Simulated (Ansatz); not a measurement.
Relax this structure to zero stress and force, keeping its symmetry:

```
CELL_PARAMETERS angstrom
2.15929 1.24667 13.22804
-2.15929 1.24667 13.22804
0.00000 -2.49333 13.22804
ATOMIC_POSITIONS crystal
Ge 0.00000 0.00000 0.00000
Sb 0.14059 0.14059 0.14059
Sb 0.85941 0.85941 0.85941
Te 0.43032 0.43032 0.43032
Te 0.56968 0.56968 0.56968
Te 0.29103 0.29103 0.29103
Te 0.70897 0.70897 0.70897
```

Method: Ansatz, DFT PBE, scalar-relativistic, plane waves, PAW.

Settings: cutoff 420 eV, Γ-centred mesh 12×12×12 on the computed 7-atom cell, Gaussian smearing of 0.10 eV; no spin polarisation.

Question: What does it relax to?

Answer: The volume decreases by 0.07 Å³/atom to 30.45 Å³/atom, and the energy falls by 0.8 meV/atom. Final structure:
```
Ge Sb Te
1.0
     2.16278    1.24868   13.15523
    -2.16278    1.24868   13.15523
     0.00000   -2.49736   13.15523
Ge Sb Te
1 2 4
Direct
  0.00000 0.00000 0.00000
  0.14079 0.14079 0.14079
  0.85921 0.85921 0.85921
  0.43001 0.43001 0.43001
  0.56999 0.56999 0.56999
  0.29179 0.29179 0.29179
  0.70821 0.70821 0.70821
```

Course of the relaxation (steps run on the plane waves of an earlier cell, and the basis is chosen afresh near the end, so energy and pressure can step there; trial steps that raised the energy were taken back; energies are free energies):

| step | E − E_final (meV/atom) | largest force component (eV/Å) | P (GPa) | V (Å³/atom) |
| --- | --- | --- | --- | --- |
| 1 | 0.8 | 0.134 | -0.05 | 30.52 |
| 2 | 0.4 | 0.092 | -0.11 | 30.52 |
| 3 | 0.0 | 0.010 | 0.01 | 30.45 |
| 4 | 0.0 | 0.004 | 0.00 | 30.45 |
| 5 | 0.0 | 0.004 | 0.00 | 30.45 |

Cost: 1 run of about 17 core-minutes, on Arm Neoverse V2 (shared hosts).